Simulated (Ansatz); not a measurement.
SiC (P6_3mc): from strained cells to moduli

```xyz
4
Lattice="3.0564 0.0000 0.0000 -1.5282 2.6469 0.0000 0.0000 0.0000 5.0159" Properties=species:S:1:pos:R:3 pbc="T T T"
Si    0.0000    1.7646    0.0231
Si    1.5282    0.8823    2.5310
C     0.0000    1.7646    1.9081
C     1.5282    0.8823    4.4160
```

Conventional cell: a = 3.056 Å, b = 3.056 Å, c = 5.016 Å, α = 90.00°, β = 90.00°, γ = 120.00°. Si (atom 1) has 4 C at 1.87 to 1.89 Å as nearest neighbours. C (atom 3) is surrounded by 4 Si at 1.87 to 1.89 Å.

Unless marked otherwise, the numbers come from LDA, all-electron LAPW in Ansatz 0.2.0, scalar-relativistic. k mesh 8×8×4, fixed occupations, basis error target 1 meV/atom. The cell was relaxed by PAW under this functional.

The cell is hexagonal and carries a residual pressure of -0.02 GPa at this level. Each strain component that symmetry leaves independent is applied at ±0.005, the ions relax wherever a strain frees them, and the stress (tension positive, GPa) is read. Shears are engineering strains, γ = 2ε.

```tsv
strain	size	σxx	σyy	σzz	σyz	σxz	σxy
xx	-0.005	-2.6319	-0.5715	-0.2658	0.0000	0.0000	0.0000
xx	+0.005	2.5783	0.5732	0.3258	0.0000	0.0000	0.0000
zz	-0.005	-0.2987	-0.2987	-2.8118	0.0000	0.0000	0.0000
zz	+0.005	0.2934	0.2934	2.8235	0.0000	0.0000	0.0000
yz	-0.005	0.0050	0.0103	0.0305	-0.7750	0.0000	0.0000
yz	+0.005	0.0050	0.0103	0.0305	0.7750	0.0000	0.0000
```

A central difference gives one constant, for example C11 ≈ (2.5783 − (-2.6319))/(0.01) = 521.0 GPa; the program then imposes the crystal's symmetry on the whole matrix.

What are the independent elastic constants?

C11 = 521.0, C12 = 114.5, C13 = 59.2, C33 = 563.5, C44 = 155.0 GPa.

Is the crystal stable against homogeneous strain?

The least eigenvalue of the 6×6 matrix is 155.0 GPa, so yes.

What moduli does a random aggregate of grains have?

Voigt and Reuss bounds: B from 230.1 to 230.1 and G from 187.4 to 194.2 GPa; their means are B = 230.1 and G = 190.8 GPa. Then E = 9BG/(3B + G) = 448.5 GPa, ν = (3B − 2G)/(6B + 2G) = 0.175 and B/G = 1.21, on the brittle side of Pugh's 1.75 (a rule of thumb, made for metals; it doesn't predict ductility here).

With the density of 3.282 g/cm³, how fast does sound travel, and what Debye temperature follows?

```
direction  slow (m/s)  middle (m/s)  fast (m/s)
        x        6873          7870       12600
        y        6873          7870       12600
        z        6873          6873       13104
```

The mean of v⁻³ over directions and branches gives v_m = 8366 m/s and θ_D = (ħ/k_B) v_m (6π²n)^(1/3) = 1151 K, n being atoms per volume. Young's modulus spans 401 to 553 GPa over directions, and the universal anisotropy index is 0.18.

How far do the constants move if PAW replaces LAPW in the same cell?

```json
{"constant": "C11", "LAPW (GPa)": "521.0", "PAW (GPa)": "521.6", "difference": "0.6"}
{"constant": "C12", "LAPW (GPa)": "114.5", "PAW (GPa)": "115.1", "difference": "0.6"}
{"constant": "C13", "LAPW (GPa)": "59.2", "PAW (GPa)": "59.2", "difference": "0.0"}
{"constant": "C33", "LAPW (GPa)": "563.5", "PAW (GPa)": "563.9", "difference": "0.4"}
{"constant": "C44", "LAPW (GPa)": "155.0", "PAW (GPa)": "154.6", "difference": "-0.4"}
```

How do the constants change if the ions are clamped to the homogeneous strain?

Clamped values, with the change against relaxed ions: C11 = 571.5 (+50.4), C12 = 88.2 (-26.3), C13 = 36.3 (-22.9), C33 = 607.3 (+43.8), C44 = 169.8 (+14.8) GPa.

Caveats: constants at zero field, no piezoelectric stiffening; the frozen-core PAW files of the compared runs were fitted under PBE, their cores solved anew for this functional.
